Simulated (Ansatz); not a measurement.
Relaxed TiSi$_{2}$ (C54 type, space group Fddd):

```
CELL_PARAMETERS angstrom
      0.00000     4.11477     4.26030
      2.38957     0.00000     4.26030
      2.38957     4.11477     0.00000
ATOMIC_POSITIONS crystal
  Si 0.66253 0.33747 0.66253
  Si 0.33747 0.66253 0.33747
  Si 0.58747 0.91253 0.58747
  Si 0.91253 0.58747 0.91253
  Ti 0.00000 0.00000 0.00000
  Ti 0.25000 0.25000 0.25000
```

All values below come from r2SCAN (plane waves to 500 eV, PAW, scalar-relativistic; Ansatz, a quantum-chemistry and plane-wave program). k mesh 10×10×10 (Γ-centred), Fermi-Dirac smearing 0.05 eV. With partly filled bands, energies and forces of such displacements shift with the k mesh and the smearing. TiSi2 is run without spin polarisation. TiSi2 was relaxed with its symmetry unable to fall.

One atom of the cell was then moved (with its periodic images), all else fixed, and the forces (eV/Å) came out as:

| atom | Fx | Fy | Fz |
|---|---|---|---|
| Si1 | -0.256 | -0.036 | 1.731 |
| Si2 | -0.026 | 0.001 | 0.084 |
| Si3 | -0.281 | -0.069 | -0.611 |
| Si4 | 0.012 | 0.009 | -0.125 |
| Ti5 | 0.020 | 0.005 | -0.125 |
| Ti6 | 0.531 | 0.090 | -0.954 |

**Question.** Which atom was moved, and by which vector (Å)?

**Answer.** Si1, by (0.00, 0.00, -0.15), 0.15 Å in all.

(For displaced atoms, the force is minus the slope of the energy, and its curvature is a force constant, which sets phonon frequencies.)
